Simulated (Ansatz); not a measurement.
Hf3As2:
```xyz
20
Lattice="10.5076 0.0000 0.0000 0.0000 3.6688 0.0000 0.0000 0.0000 10.0466" Properties=species:S:1:pos:R:3 pbc="T T T"
Hf     5.7130     0.9172     6.2857
Hf     4.7946     2.7516     3.7609
Hf    10.0484     2.7516     1.2624
Hf     0.4592     0.9172     8.7841
Hf     6.5956     2.7516     0.6978
Hf     3.9120     0.9172     9.3488
Hf     9.1658     0.9172     5.7211
Hf     1.3418     2.7516     4.3255
Hf     7.4966     0.9172     2.9730
Hf     3.0111     2.7516     7.0736
Hf     8.2649     2.7516     7.9963
Hf     2.2427     0.9172     2.0503
As     4.9251     0.9172     1.7702
As     5.5825     2.7516     8.2764
As     0.3287     2.7516     6.7935
As    10.1789     0.9172     3.2531
As     7.2903     2.7516     5.0383
As     3.2174     0.9172     5.0083
As     8.4712     0.9172     0.0150
As     2.0365     2.7516    10.0316
```

Relaxed with r²SCAN. Special points in fractions of this cell's reciprocal vectors: Γ (0.000, 0.000, 0.000); X (0.500, 0.000, 0.000); S (0.500, 0.500, 0.000); Y (0.000, 0.500, 0.000); Z (0.000, 0.000, 0.500); U (0.500, 0.000, 0.500); R (0.500, 0.500, 0.500); T (0.000, 0.500, 0.500).

### Question
List the band energies nearest the Fermi level at these points for the program Ansatz at the r²SCAN level (PAW).

### Answer
In eV from the Fermi level; about four levels below and three above (degenerate sets whole), none deeper than 8.9 eV; points with the same levels are listed once.

```
k                    below                above
-  -----------------------  -------------------
Γ  -0.67 -0.64 -0.50 -0.24       0.21 0.36 0.57
X  -0.79 -0.79 -0.11 -0.11  0.08 0.08 0.18 0.18
S  -1.07 -1.07 -1.07 -1.07  0.24 0.24 0.24 0.24
Y  -0.41 -0.41 -0.21 -0.21  1.51 1.51 1.58 1.58
Z  -1.08 -1.08 -0.35 -0.35  0.01 0.01 0.41 0.41
U  -1.03 -1.03 -0.24 -0.24  0.06 0.06 0.42 0.42
R  -1.21 -1.21 -1.21 -1.21  0.57 0.57 0.57 0.57
T  -1.24 -1.24 -1.21 -1.21  0.53 0.53 0.91 0.91
```

Space group Pnma. The first step of the workflow began from a Materials Project structure, measured or hypothetical; the Crystallography Open Database copy checked does not list it. Its standing as an ambient phase is unchecked. The r²SCAN relaxation kept the symmetry of its start; its stability against distortions is not shown here. No spin polarisation was allowed. Scalar-relativistic: spin–orbit coupling is off unless named, which matters more the heavier the elements.

Potentials: the later of the program's two PAW sets.
